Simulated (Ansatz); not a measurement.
A relaxed structure of ZrC is spoiled in several ways and relaxed again each time (noise and exchanges are one random draw each; squeezed and stretched starts keep its symmetry, which their runs cannot lower; pressure is positive under compression). Computed with PBEsol (plane waves to 420 eV, PAW, scalar-relativistic; Ansatz, a program for electronic structure).

Space group Fm-3m (No. 225); a = b = c = 4.6689 Å, α = β = γ = 90.00°

```csv
atom,site,symmetry,x,y,z
Zr,4a,m-3m,0.0000,0.0000,0.0000
C,4b,m-3m,0.5000,0.5000,0.5000
```
(The calculation used a cell of 2 atoms; values per cell refer to that cell.)

| change | first pressure (GPa) | largest first force (eV/Å) | released (eV/atom) | moves | outcome | final group | E − E(parent) (eV/atom) |
|---|---|---|---|---|---|---|---|
| with every coordinate shifted by Gaussian noise of σ = 0.3 Å | 7 | 2.2 | 0.15 | 8 | returns to the parent | Fm-3m | 0.00 |
| squeezed uniformly to 88 % of its volume | (withheld) | 0.0 | (withheld) | 6 | (withheld) | (withheld) | (withheld) |

Task: Fill in the missing entries.

Result: 
- squeezed uniformly to 88 % of its volume, first pressure (GPa): 39
- squeezed uniformly to 88 % of its volume, released (eV/atom): 0.17
- squeezed uniformly to 88 % of its volume, outcome: returns to the parent
- squeezed uniformly to 88 % of its volume, final group: Fm-3m
- squeezed uniformly to 88 % of its volume, E − E(parent) (eV/atom): 0.00

First-step values come from each run's starting, coarser k-mesh (9×9×9). The runs use different k-meshes, so differences are rounded accordingly. No spin polarisation in the result.
